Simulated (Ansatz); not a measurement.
## TiAl: the relaxed cell by functional

The starting cell is an entry of the Crystallography Open Database (2004):

```yaml
crystal:
  lattice:
    - [2.83730, 0.00000, 0.00000]
    - [0.00000, 2.83730, 0.00000]
    - [0.00000, 0.00000, 4.05910]
  atoms:
    - { symbol: Ti, position: [0.00000, 0.00000, 0.00000] }
    - { symbol: Al, position: [0.50000, 0.50000, 0.50000] }
```

Atoms and cell were relaxed at zero pressure with plane-wave PAW DFT (Ansatz 0.2.0; one set of PAW datasets, made under PBE, for all functionals; 420 eV, r2SCAN 500 eV; 11×11×8 Γ-centred mesh, fermi-dirac occupations of width 0.100 eV; no spin polarisation, no spin-orbit coupling, no dispersion correction), keeping the symmetry (P4/mmm, No. 123).

Task: How do the functionals compare with each other and with the entry?

Result: The relaxed conventional cells:

| functional | a (Å) | c (Å) | volume (Å³/atom) | formation energy (eV/atom) |
| --- | --- | --- | --- | --- |
| LDA | 2.764 | 4.007 | 15.31 | -0.424 |
| PBEsol | 2.795 | 4.042 | 15.78 | -0.411 |
| PBE | 2.823 | 4.077 | 16.25 | -0.406 |
| r2SCAN | 2.812 | 4.064 | 16.07 | -0.453 |
| the entry | 2.837 | 4.059 | 16.34 | – |

LDA gives the smallest volume and PBE the largest, 6.1 % more, the usual order, since LDA overbinds and PBE's gradient terms loosen the lattice. Against the entry's volume: LDA -6.3 %, PBEsol -3.4 %, PBE -0.6 %, r2SCAN -1.7 %. No verdict is drawn from this: the entry lies outside the span from LDA to PBE, so the entry may be off as well as the functionals. The formation energies span 0.05 eV an atom, lowest under r2SCAN.

Caveats: each relaxation keeps the start's symmetry, so a distorted cell may lie lower; computed cells are at 0 K with fixed nuclei, while the entry holds thermal expansion, often some tenths of a per cent in volume and more in soft crystals; formation energies are at zero smearing against the elements' usual phases under the same functional, gases as free molecules, uncorrected.
